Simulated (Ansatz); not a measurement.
CO2:
```cif
data_C4O8
_chemical_formula_sum 'C4 O8'
_space_group_name_H-M_alt 'P 1'
_space_group_IT_number 1
_cell_length_a 4.27083
_cell_length_b 4.27083
_cell_length_c 9.23624
_cell_angle_alpha 90.000
_cell_angle_beta 90.000
_cell_angle_gamma 90.000
loop_
_space_group_symop_operation_xyz
  'x, y, z'
loop_
_atom_site_label
_atom_site_type_symbol
_atom_site_fract_x
_atom_site_fract_y
_atom_site_fract_z
_atom_site_occupancy
C1 C 0.99992 0.00008 0.75000 1
C2 C 0.49992 0.49992 0.00000 1
C3 C 0.00008 0.99992 0.25000 1
C4 C 0.50008 0.50008 0.50000 1
O1 O 0.69212 0.30799 0.49999 1
O2 O 0.19201 0.19212 0.74999 1
O3 O 0.30788 0.69201 0.99999 1
O4 O 0.80799 0.80788 0.24999 1
O5 O 0.19212 0.19201 0.25001 1
O6 O 0.69201 0.30788 0.00001 1
O7 O 0.80788 0.80799 0.75001 1
O8 O 0.30799 0.69212 0.50001 1
```

Relaxed with r²SCAN+D4. DFT-r²SCAN+D4 in the program Ansatz with PAW potentials gives a gap of 7.29 eV.

Q: What gap does HSE06 give on the same cell (Ansatz, PAW)?

A: 8.42 eV, 1.13 eV more. The hybrid was solved on a coarser mesh and at special points; its gap is the smallest among all of these.

```tsv
k	v1 r²SCAN+D4	c1 r²SCAN+D4	v1 HSE06	c1 HSE06
Γ	-0.44	7.29	-0.46	8.42
Z	-0.45	7.78	-0.47	8.92
M	0.00	8.56	[?]	[?]
A	0.00	8.80	[?]	[?]
R	-0.29	8.88	[?]	[?]
X	-0.23	8.81	[?]	[?]
```

Q: Top valence (v1) and lowest conduction level (c1) in eV from each method's valence maximum (which need not be a listed point): supply the withheld HSE06 values.

A: 
- A, v1 HSE06: 0.00
- A, c1 HSE06: 10.10
- X, v1 HSE06: -0.24
- X, c1 HSE06: 10.14
- M, v1 HSE06: 0.00
- M, c1 HSE06: 9.85
- R, v1 HSE06: -0.30
- R, c1 HSE06: 10.21

Cost on shared cores: the r²SCAN+D4 run (SCF on a 7×7×3 mesh, then bands and DOS) about 4 core-minutes (a rough figure), the HSE06 run (SCF on 4×4×2, then a few points) very roughly 4 core-minutes; the tasks are unlike.

Space group P4_2/mnm. The workflow started from a Materials Project entry (that database holds measured and hypothetical structures alike); the Crystallography Open Database copy checked does not list it. COD files the formula under space group No. 122, 205, so this cell is another polymorph or a model. The cell was relaxed with r²SCAN+D4 under the symmetry of its start; whether a distortion lowers the energy is not shown. The substance is a gas or liquid at ambient conditions. Point labels and valley counts follow the cell and symmetry of the run, lower than the named group.

Potentials: the later of the program's two PAW sets.
